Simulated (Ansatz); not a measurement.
NaMoO₂ in space group C2/m (No. 12; Na on 2d, Mo on 2a, O on 4i), r²SCAN (plane waves, PAW; program Ansatz). The conduction-band minimum lies at A, with 1 equivalent valley. Second derivatives d²E/dk² of the lowest band at one valley (eV·Å²), along Cartesian directions:

```json
[
 {"direction": "[100]", "d²E/dk²": "5.020"},
 {"direction": "[010]", "d²E/dk²": "12.20"},
 {"direction": "[001]", "d²E/dk²": "1.782"},
 {"direction": "[110]", "d²E/dk²": "8.613"},
 {"direction": "[101]", "d²E/dk²": "4.584"},
 {"direction": "[011]", "d²E/dk²": "6.995"}
]
```

**Question.** Find the principal effective masses, the density-of-states mass and the conductivity mass.

**Answer.** Off-diagonal terms follow from H_xy = H[110] − (H_xx + H_yy)/2, and m*/mₑ = 7.620 eV·Å² over each eigenvalue: 0.62, 1.4, 5.5. One valley's DOS mass (m₁m₂m₃)^(1/3) = 1.7, conductivity mass 3/(Σ 1/mᵢ) = 1.2 mₑ.

**Question.** What effective density of states Nc follows at 300 K for parabolic valleys?

**Answer.** Nc = 2.509e19 × 1 × (1.7)^(3/2) ≈ 5.6e19 cm⁻³.

The first step of the workflow began from a Materials Project structure, measured or hypothetical; the Crystallography Open Database copy checked does not list it. Its standing as an ambient phase is unchecked. The r²SCAN relaxation kept the symmetry of its start, as lowered by the spin order; its stability against distortions is not shown here. Magnetic state: antiferromagnetic, chosen from 4 collinear starts compared on coarse meshes (ties went to the first, and starts can fall back to one state), not a proven ground state. Other orbital occupations within this spin state were not tried. No Hubbard U is applied. Point labels and valley counts follow the cell and symmetry of the run, lower than the named group. Scalar-relativistic: spin–orbit coupling is off unless named, which matters more the heavier the elements.

Potentials: the later of the program's two PAW sets.

Edges and masses are those of Kohn–Sham bands, whose gap is no quasiparticle gap.
